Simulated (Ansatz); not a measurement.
# 7 guesses for TaH5 and where they end

The calculation used DFT PBE, scalar-relativistic, plane waves, PAW (Ansatz 0.2.0). All cells share a 420 eV cutoff and Γ-centred k meshes spaced at most about 0.3 Å⁻¹ (about 0.25 or finer for metals, 2π included). No spin polarisation in the final relaxations.

Each guess was relaxed in cell and atoms at zero pressure, within the symmetry of its start. All energies are static (0 K, no zero-point motion). Coordination counts H atoms around Ta (those within 1.25 times the shortest such distance or 1.15 times the sum of covalent radii; a plus sign parts nearer from farther groups).

```
guess    made from  start group  V start (Å³/atom)       end group  V end (Å³/atom)  coordination at the end  gap on mesh (eV)  E over the lowest end (meV/atom)
    1  random cell          R3m               11.1             R3m              7.6                     Ta 7                 0                               290
    2   ZrCu5 type        F-43m                9.3           F-43m              5.1                    Ta 16                 0                               260
    3   MgSn5 type        P-62m                9.1           P-62m              5.7                    Ta 12                 0                                 0
    4  random cell       P4/mmm                8.9          P4/mmm              9.8                     Ta 4                 0                               914
    5  random cell       P4/mmm               11.1               ?                ?                        ?                 ?                                 ?
    6  random cell         Immm                9.2            Immm              9.7                     Ta 8                 0                               286
    7    YRh5 type       P6/mmm                9.9  P6/mmm (CaCu5)              5.1                  Ta 6+12                 0                               301
```

Guess 5 as it starts:

```cif
data_structure
_symmetry_space_group_name_H-M 'P4/mmm'
_symmetry_Int_Tables_number 123
_cell_length_a 3.8054
_cell_length_b 3.8054
_cell_length_c 4.5814
_cell_angle_alpha 90.000
_cell_angle_beta 90.000
_cell_angle_gamma 90.000
_cell_volume 66.34
loop_
_atom_site_label
_atom_site_type_symbol
_atom_site_symmetry_multiplicity
_atom_site_Wyckoff_symbol
_atom_site_fract_x
_atom_site_fract_y
_atom_site_fract_z
_atom_site_occupancy
Ta1 Ta 1 a 0.00000 0.00000 0.00000 1
H1 H 4 o 0.79516 0.50000 0.50000 1
H2 H 1 c 0.50000 0.50000 0.00000 1
```

Task: Fill in the missing row: what does this guess relax into, and where does it rank?

Result: It ends in space group P4/mmm (No. 123), with a = 3.170 Å, c = 3.046 Å, 5.1 Å³/atom and no gap. It lies 0.56 eV/atom over the lowest end, above guess 7 and below guess 4. Counting H atoms around Ta, this end has Ta 20 and the lowest (guess 3) has Ta 12.

```
Ta H
1.0
     3.16983    0.00000    0.00000
     0.00000    3.16983    0.00000
     0.00000    0.00000    3.04645
Ta H
1 5
Direct
  0.00000 0.00000 0.00000
  0.78648 0.50000 0.50000
  0.21352 0.50000 0.50000
  0.50000 0.78648 0.50000
  0.50000 0.21352 0.50000
  0.50000 0.50000 0.00000
```

Energies over the elements count from the elements' standard structures at the same level (H₂ as a molecule), with no fitted energy shifts.

Task: Is the lowest end bound against the elements?

Result: No: its formation energy is +0.14 eV/atom. The separate elements lie lower, so it is unstable against them.

For metals, differences of a few meV/atom aren't resolved. Weakly bound directions are ill-defined at this level, which has no dispersion term (Immm), and this can change margins and order among such cells. Spin–orbit coupling, which can matter for Ta, is left out. With hydrogen, zero-point motion can shift formation energies by some tens of meV/atom. Cells relaxed within their symmetry can be saddle points. A lower structure may well exist outside this small set. Some types were kept out of the candidates beforehand, so the set may lack a known form.
